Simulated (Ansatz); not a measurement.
## Two-dimensional strain map in YTe

Level of theory: Ansatz, DFT r2SCAN, scalar-relativistic, plane waves, PAW. Settings: plane waves to 500 eV, k-mesh 14×14×14 (Γ-centred), Gaussian smearing 0.15 eV. No spin polarisation. Energies are free energies at this smearing, counted from the undisturbed cell; pressure is positive in compression.

The undisturbed cell (as given, not relaxed at this level; it stands at 2.5 GPa, and it needn't be the usual structure):

```
Y Te
1.0
     0.00000    3.04750    3.04750
     3.04750    0.00000    3.04750
     3.04750    3.04750    0.00000
Y Te
1 1
Direct
  0.00000 0.00000 0.00000
  0.50000 0.50000 0.50000
```

The cell is strained by p along both x and y and by q along z, fractional coordinates fixed. Points are written (p, q).

Energy above the undisturbed cell in meV/atom (a dash: not computed):

| p \ q | -0.080 | 0.000 | 0.080 |
| --- | --- | --- | --- |
| -0.080 | 599.1 | ? | 394.5 |
| 0.000 | 184.6 | 0.0 | ? |
| 0.080 | 253.4 | 106.8 | 190.9 |

(1) Fill in the withheld energies.

Results:

(1) (-0.080, 0.000): 386.4; (0.000, 0.080): 44.6.